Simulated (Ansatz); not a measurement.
**Property card for NiP2O6**

NiP₂O₆:
```
NiP2O6
1.0
    5.80891     4.10866     0.00000
   -5.80891     4.10866     0.00000
   -4.69766     0.00000     8.66333
Ni P O
4 8 24
Direct
  0.44257   0.44257   0.75000
  0.55743   0.55743   0.25000
  0.50000   0.00000   0.00000
  0.00000   0.50000   0.50000
  0.22925   0.24980   0.02318
  0.77075   0.75020   0.97682
  0.24980   0.22925   0.47682
  0.75020   0.77075   0.52318
  0.81014   0.20578   0.80212
  0.18986   0.79422   0.19788
  0.20578   0.81014   0.69788
  0.79422   0.18986   0.30212
  0.65059   0.58257   0.90590
  0.34941   0.41743   0.09410
  0.58257   0.65059   0.59410
  0.41743   0.34941   0.40590
  0.30597   0.20859   0.91605
  0.69403   0.79141   0.08395
  0.20859   0.30597   0.58395
  0.79141   0.69403   0.41605
  0.61481   0.21582   0.82287
  0.38519   0.78418   0.17713
  0.21582   0.61481   0.67713
  0.78418   0.38519   0.32287
  0.03392   0.18643   0.34617
  0.96608   0.81357   0.65383
  0.18643   0.03392   0.15383
  0.81357   0.96608   0.84617
  0.71026   0.00150   0.43373
  0.28974   0.99850   0.56627
  0.00150   0.71026   0.06627
  0.99850   0.28974   0.93373
  0.68832   0.15897   0.14906
  0.31168   0.84103   0.85094
  0.15897   0.68832   0.35094
  0.84103   0.31168   0.64906
```
The run is spin-polarised; directions of the spins, atom by atom: ↑ ↑ ↑ ↑ 0 0 0 0 0 0 0 0 0 0 0 0 0 0 0 0 0 0 0 0 0 0 0 0 0 0 0 0 0 0 0 0.

Space group C2/c (No. 15); conventional cell a = 11.618 Å, b = 8.217 Å, c = 9.855 Å, α = 90.00°, β = 118.47°, γ = 90.00°.

Method: r²SCAN (plane waves, PAW; program Ansatz). Geometry: relaxed at this level of theory. Other levels are named where they apply.

**Cell and energy**

```yaml
volume_per_atom: 11.49 Å³
density: 3.48 g/cm³
Formation energy from the elements (no fitted shifts): -2.08 eV/atom
```

**Electronic structure**

```yaml
band_gap: 3.16 eV (indirect)
valence_band_maximum: at Y2 (k = 0.500, 0.500, 0.000 in fractions of the reciprocal vectors)
conduction_band_minimum: at L2 (k = 0.000, 0.500, 0.500 in fractions of the reciprocal vectors) (2 equivalent valleys)
smallest_direct_gap_on_the_standard_path: 3.19 eV
```

**Magnetism**

```yaml
magnetic_order: ferromagnetic
net_moment: 0.22 μB per atom
```

The first step of the workflow began from a Materials Project structure, measured or hypothetical; the Crystallography Open Database copy checked does not list it. Its standing as an ambient phase is unchecked. The cell was relaxed with r²SCAN under the symmetry of its start; its stability against distortions is not shown here. Magnetic state: ferromagnetic, chosen from 2 collinear starts compared on coarse meshes (ties went to the first, and starts can fall back to one state), not a proven ground state. Other orbital occupations within this spin state were not tried. No Hubbard U is applied. The references are the lowest solids computed at this level, not always the standard phases (solids in place of the gases).

Potentials: the later of the program's two PAW sets.
